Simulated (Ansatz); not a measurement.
## 5 guesses for Na₂N and where they end

All numbers below come from DFT PBE, scalar-relativistic, plane waves, PAW in Ansatz. All cells share a 420 eV cutoff and Γ-centred k meshes spaced at most about 0.3 Å⁻¹ (about 0.25 or finer for metals, 2π included). Collinear spin in cells that started with moments and kept them past the coarse steps, no spin elsewhere.

Each guess was relaxed in cell and atoms at zero pressure, within the symmetry of its start. All energies are static (0 K, no zero-point motion). Coordination counts N atoms around Na (those within 1.25 times the shortest such distance or 1.15 times the sum of covalent radii, 1.27 where that leaves under three; a plus sign parts nearer from farther groups; the shortest distance is added where it exceeds 1.18 times the sum of covalent radii; a slash parts the counts of unlike sites).

```tsv
guess	made from	start group	V start (Å³/atom)	end group	V end (Å³/atom)	coordination at the end	gap on mesh (eV)	largest moment (μB)	E over the lowest end (meV/atom)
1	Gd2In type	P6_3/mmc	18.4	?	?	?	?	?	?
2	Mg2Si type	Fm-3m	22.7	Fm-3m (anti-fluorite)	16.8	Na 4	0	0.9	0
3	Sc2C type	P-3m1	18.7	P-3m1 (anti-cadmium iodide)	22.0	Na 3	0	1.0	82
4	random cell	I4/mmm	19.9	I4/mmm	14.7	Na 5	0	0.9	161
5	random cell	P6/mmm	16.5	P6/mmm	35.2	Na 1	0	1.5	794
```

Guess 1 as it starts:

Space group P6_3/mmc (No. 194). a = 4.680 Å, b = 4.680 Å, c = 5.811 Å, α = 90.00°, β = 90.00°, γ = 120.00°
```
atom  site  symmetry       x       y       z
  Na    2d      -6m2  0.3333  0.6667  0.7500
  Na    2a      -3m.  0.0000  0.0000  0.0000
   N    2c      -6m2  0.6667  0.3333  0.7500
```

**Question.** Fill in the missing row: what does this guess relax into, and where does it rank?

**Answer.** It ends in space group P6_3/mmc (No. 194), with a = 4.195 Å, c = 5.945 Å, 15.1 Å³/atom and no gap, with moments up to 0.9 μB. It lies 87 meV/atom over the lowest end, within the noise of guess 3 and below guess 4. Counting N atoms around Na, this end has Na 3+2/6 from 2.8 Å and the lowest (guess 2) has Na 4.

```
CELL_PARAMETERS angstrom
4.19514 0.00000 0.00000
-2.09757 3.63310 0.00000
0.00000 0.00000 5.94484
ATOMIC_POSITIONS crystal
Na 0.33333 0.66667 0.75000
Na 0.00000 0.00000 0.00000
Na 0.00000 0.00000 0.50000
Na 0.66667 0.33333 0.25000
N 0.66667 0.33333 0.75000
N 0.33333 0.66667 0.25000
```

Energies over the elements count from the elements' standard structures at the same level (N₂ as a molecule), with no fitted energy shifts.

**Question.** Is the lowest end bound against the elements?

**Answer.** No: its formation energy is +0.49 eV/atom. It can't be a ground state, since the elements alone are lower.

The k mesh leaves some 4 meV/atom of noise in the energy of each metallic cell. Another magnetic order may lie lower. Cells relaxed within their symmetry can be saddle points. A lower structure may well exist outside this small set. Some candidate types were left out of the draw beforehand, so a known form may be missing.
